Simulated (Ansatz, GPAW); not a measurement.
This is a calculation of HCN for Ansatz 0.2.0. Atoms were shifted at random by some hundredths of an Å from the given cell, which wasn't relaxed again for these runs. The cell comes from a database or a generator and needn't be the stable form of this composition.

Contents of input.yaml:

```yaml
crystal:
  lattice:
    - [-2.316058, 2.316058, 2.159901]
    - [2.316058, -2.316058, 2.159901]
    - [2.316058, 2.316058, -2.159901]
  atoms:
    - { symbol: "N", position: [0.275325, 0.280614, -0.001836] }
    - { symbol: C, position: [0.003174, 0.000852, -0.002533] }
    - { symbol: H, position: [0.755122, 0.762592, 0.015789] }
hamiltonian:
  xc: pbe
  pseudopotentials: { kind: paw }
kpoints:
  mp_grid: { grid: [8, 8, 8] }
scf:
  occupations: { method: fermi_dirac, width: 0.05 }
output:
  forces: true
  stress: true
  eigenvalues: true
```

Potentials or basis: Ansatz PAW.

Run with:

```bash
$ ansatz run input.yaml --threads 2 --pin off --max-ram 5120MiB --backend cpu --events-out ev --progress --plain --runs-dir out
```

Question: Set up the same calculation for GPAW 26.7.0 (ASE script). Potentials or basis there: GPAW PAW data sets (gpaw-data 1.2.1), cutoff 800 eV.

Answer: As run (cutoffs and basis follow the program's own potentials, and thresholds, step limits or extra output files can differ):

The input run.py:

```python
from ase.dft.bandgap import bandgap
from ase.io import read, write
from ase.units import GPa
from gpaw import GPAW, PW

atoms = read('POSCAR')

calc = GPAW(mode=PW(800),
            xc='PBE',
            kpts={'size': (8, 8, 8), 'gamma': True},
            occupations={'name': 'fermi-dirac', 'width': 0.05},
            nbands=14,
            convergence={'density': 1e-05, 'energy': 1e-05},
            maxiter=150,
            txt='gpaw.txt')
atoms.calc = calc
energy = atoms.get_potential_energy()
forces = atoms.get_forces()
stress = atoms.get_stress()
calc.write('gs.gpw')
write('result.traj', atoms)
print(f'Energy: {energy:.6f} eV')
print('Forces (eV/A):')
print(forces.round(4))
print('Stress (GPa):', (stress / GPa).round(3))
print('Fermi level:', round(calc.get_fermi_level(), 4), 'eV')
print(f'Gap: {bandgap(calc)[0]:.4f} eV, direct: {bandgap(calc, direct=True)[0]:.4f} eV')
```

The input POSCAR:

```
HCN
1.0
   -2.3160580000      2.3160580000      2.1599010000
    2.3160580000     -2.3160580000      2.1599010000
    2.3160580000      2.3160580000     -2.1599010000
N C H
1 1 1
Direct
    0.2753250000      0.2806140000     -0.0018360000
    0.0031740000      0.0008520000     -0.0025330000
    0.7551220000      0.7625920000      0.0157890000
```

Potentials or basis: GPAW PAW data sets (gpaw-data 1.2.1), pw.

Command:

```bash
$ OMP_NUM_THREADS=1 python run.py
```

Both were run:

|  | Ansatz | GPAW |
| --- | --- | --- |
| Pressure | -4.6 GPa | -4.8 GPa |
| Largest force | 3.630 eV/Å | 3.585 eV/Å |
| Energy over the undisturbed cell | 23.2 meV/atom | 22.3 meV/atom |

Ansatz's pressure holds a Pulay term of +0.36 GPa for its cutoff of 420 eV, which the other run lacks.

Where Ansatz's input types no cutoff or centring, it takes its own default and a Γ-centred mesh.

Pressure is positive in compression.
